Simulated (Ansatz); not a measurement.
# Phonons of BiP in the zincblende structure

The computed numbers are results of PBEsol, scalar-relativistic (no spin polarisation) in the plane-wave PAW code Ansatz at 420 eV, Gaussian smearing of 0.15 eV. The datasets are Ansatz's generated set soft_2.

```yaml
crystal:
  lattice:
    - [0.00000, 3.20299, 3.20299]
    - [3.20299, 0.00000, 3.20299]
    - [3.20299, 3.20299, 0.00000]
  atoms:
    - { symbol: Bi, position: [0.00000, 0.00000, 0.00000] }
    - { symbol: P, position: [0.25000, 0.25000, 0.25000] }
```

The start was a prototype's sites filled with these elements, not a measured cell.

Force constants come from finite displacements in a 2×2×2 supercell (the unit cell's 10×10×10 k-mesh, folded to it); the long-range dipole term is not included. Points in reciprocal vectors of this cell: Γ = (0.000, 0.000, 0.000), X = (-0.500, -0.500, 0.000), U = (-0.375, -0.375, 0.250), K = (-0.375, 0.000, 0.375), L = (0.000, 0.000, 0.500), W = (-0.500, -0.250, 0.250).

Frequencies at the named points (cm⁻¹, imaginary ones negative):
```
point                ω (cm⁻¹)
    Γ       0 0 0 212 212 212
    X  -16 -16 63 117 117 224
    U    -8 32 69 146 148 209
    K    -8 32 69 146 148 209
    L    -3 -3 81 194 201 201
    W   -37 47 69 135 180 187
```

(1) Is the structure dynamically stable along this path, and where does the spectrum end?

Answer:

(1) No: a branch is imaginary, down to 37i cm⁻¹ at W. The highest frequency is 225 cm⁻¹, between Γ and X. Points that don't fit the supercell are interpolated.

The crystal is a metal or nearly so; low and unstable modes depend on mesh and smearing.

It ran for 83 s on 4 threads of Arm Neoverse V1, on a shared host, peak memory 2 GiB.

For elements this heavy, spin–orbit coupling would shift levels and gaps; it isn't included here.
